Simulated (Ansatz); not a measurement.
Relaxed-ion elastic tensor of La (dhcp (α-La type), P6_3/mmc) in GPa (Voigt order), LDA (plane waves, PAW; program Ansatz); density 7.17 g/cm³, 32.15 Å³ per atom.

|  | 1 | 2 | 3 | 4 | 5 | 6 |
|---|---|---|---|---|---|---|
| 1 | 60.6 | 18.4 | 9.9 | 0.0 | 0.0 | 0.0 |
| 2 | 18.4 | 60.6 | 9.9 | 0.0 | 0.0 | 0.0 |
| 3 | 9.9 | 9.9 | 68.0 | 0.0 | 0.0 | 0.0 |
| 4 | 0.0 | 0.0 | 0.0 | 16.4 | 0.0 | 0.0 |
| 5 | 0.0 | 0.0 | 0.0 | 0.0 | 16.4 | 0.0 |
| 6 | 0.0 | 0.0 | 0.0 | 0.0 | 0.0 | 21.1 |

Task: Is the crystal mechanically stable?

Result: Yes: the smallest eigenvalue of C is 16.4 GPa.

Task: Work out the Voigt, Reuss and Hill averages.

Result: K_V = 29.5, K_R = 29.5, K_H = 29.5; G_V = 20.8, G_R = 19.9, G_H = 20.4 GPa.

Task: Give Young's modulus, Poisson's ratio, Pugh's ratio and the universal anisotropy index.

Result: E = 9KG/(3K + G) = 49.7 GPa; ν = 0.22; K/G = 1.45 (brittle by the Pugh limit of 1.75); A_U = 5G_V/G_R + K_V/K_R − 6 = 0.23.

Task: Estimate the sound speeds and the Debye temperature.

Result: v_l = √((K + 4G/3)/ρ) = 2810 m/s, v_t = √(G/ρ) = 1690 m/s, mean 1870 m/s; Θ = (h/k)(3n/4πV)^(1/3) v_m = 175 K.

Task: How much does each axis shrink under pressure?

Result: Linear compressibilities β_i = Σ_j S_ij (j = 1 to 3): x 11, y 11, z 11 per TPa.

The LDA relaxation kept the symmetry of its start. As this level gives no gap, shear constants depend on the k-mesh and smearing (Fermi–Dirac, 0.1 eV here). Spin–orbit coupling is left out wherever it is not named.

Potentials: the later of the program's two PAW sets.
